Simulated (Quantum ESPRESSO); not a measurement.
```yaml
crystal:
  lattice:
    - [3.99991, 0.00000, 0.00000]
    - [0.00000, 3.99991, 0.00000]
    - [0.00000, 0.00000, 3.99991]
  atoms:
    - { symbol: Tl, position: [0.00000, 0.00000, 0.00000] }
    - { symbol: Br, position: [0.50000, 0.50000, 0.50000] }
```
Geometry: a computed entry of the Materials Project; it was not checked against measured cells. It is TlBr in Pm-3m; whether this form has been observed was not checked. Stability against distortions was not tested.

With PBE (σ by GIPAW in a modified build of Quantum ESPRESSO; JTH PAW datasets, 20 Ha):

```json
[
 {"quantity": "σ_iso Br (ppm)", "PBE": "1864.3"}
]
```

These are absolute shieldings with no macroscopic susceptibility term; δ = σ_ref − σ needs a reference computed alike. By our sweeps, such settings leave a few ppm in absolute σ on light atoms and up to some 20 ppm from Zn on. Spin–orbit coupling is left out; its weight grows with the heaviest atom, Tl here. The datasets of Br hold no d projectors, which limits absolute σ on these atoms.

### Question
What does the LDA, on its own JTH datasets and the same geometry, give?

### Answer
```json
[
 {"quantity": "σ_iso Br (ppm)", "LDA": "1714.4", "LDA − PBE": "-149.8"}
]
```
